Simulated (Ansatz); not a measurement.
System: GaAs (zinc blende type, first atom moved by 0.06 Å along [111]), 2 atoms in the cell.

```
Ga As
1.0
     0.00000    2.87500    2.87500
     2.87500    0.00000    2.87500
     2.87500    2.87500    0.00000
Ga As
1 1
Direct
  0.00602 0.00602 0.00602
  0.25000 0.25000 0.25000
```

Code and potentials: Ansatz PAW hard set, 700 eV. Settings: k-mesh 4×4×4 Γ-centred; Fermi–Dirac smearing of 0.05 eV; no spin polarisation. For HSE06: exchange singularity: Wigner-Seitz.

One run gave:

| Item | Value |
| --- | --- |
| Pressure | -2.02 GPa |

| atom | Fx (eV/Å) | Fy (eV/Å) | Fz (eV/Å) |
| --- | --- | --- | --- |
| Ga1 | -0.338 | -0.338 | -0.338 |
| As2 | 0.338 | 0.338 | 0.338 |

Task: Which level of theory was it?
A. HSE06
B. PBE

Result: A. All runs:

```
level  pressure (GPa)  rms force (eV/Å)
  PBE            0.54             0.535
HSE06           -2.02             0.586
```

The stress includes the program's correction for the finite plane-wave basis.

The k-mesh is coarse, so these values belong to this mesh and can lie far from the converged ones. Potentials made with PBE were used with another functional (at least in: Ansatz PAW hard set, 700 eV (HSE06)).
